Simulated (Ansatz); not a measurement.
Rb2H4Pt:
```cif
data_H8Pt2Rb4
_chemical_formula_sum 'Rb4 H8 Pt2'
_space_group_name_H-M_alt 'P 1'
_space_group_IT_number 1
_cell_length_a 5.86652
_cell_length_b 5.86652
_cell_length_c 8.41783
_cell_angle_alpha 90.000
_cell_angle_beta 90.000
_cell_angle_gamma 90.000
loop_
_space_group_symop_operation_xyz
  'x, y, z'
loop_
_atom_site_label
_atom_site_type_symbol
_atom_site_fract_x
_atom_site_fract_y
_atom_site_fract_z
_atom_site_occupancy
Rb1 Rb 0.00000 0.50000 0.25000 1
Rb2 Rb 0.00000 0.50000 0.75000 1
Rb3 Rb 0.50000 0.00000 0.25000 1
Rb4 Rb 0.50000 0.00000 0.75000 1
H1 H 0.50000 0.50000 0.30416 1
H2 H 0.50000 0.50000 0.69584 1
H3 H 0.00000 0.00000 0.80416 1
H4 H 0.00000 0.00000 0.19584 1
H5 H 0.30119 0.69881 0.50000 1
H6 H 0.69881 0.30119 0.50000 1
H7 H 0.80119 0.80119 0.00000 1
H8 H 0.19881 0.19881 0.00000 1
Pt1 Pt 0.50000 0.50000 0.50000 1
Pt2 Pt 0.00000 0.00000 0.00000 1
```

Relaxed with r²SCAN. 

Q: HSE06 on this cell (Ansatz, a first-principles code, PAW) gives a gap of 4.45 eV. What does r²SCAN give?

A: 3.64 eV.

Cost on shared cores: the r²SCAN run (SCF on a 5×5×4 mesh, then bands and DOS) about 7 core-minutes (a rough figure), the HSE06 run (SCF on 3×3×2, then a few points) very roughly 7 core-minutes; the tasks are unlike.

Space group P4_2/mnm. The workflow started from a Materials Project entry (that database holds measured and hypothetical structures alike); the Crystallography Open Database copy checked does not list it. Its standing as an ambient phase is unchecked. Symmetry was held in the r²SCAN relaxation; whether a distortion lowers the energy is not shown. No spin polarisation was allowed. Spin–orbit coupling is left out wherever it is not named.

Potentials: the later of the program's two PAW sets.

Ansatz is a plane-wave DFT program.
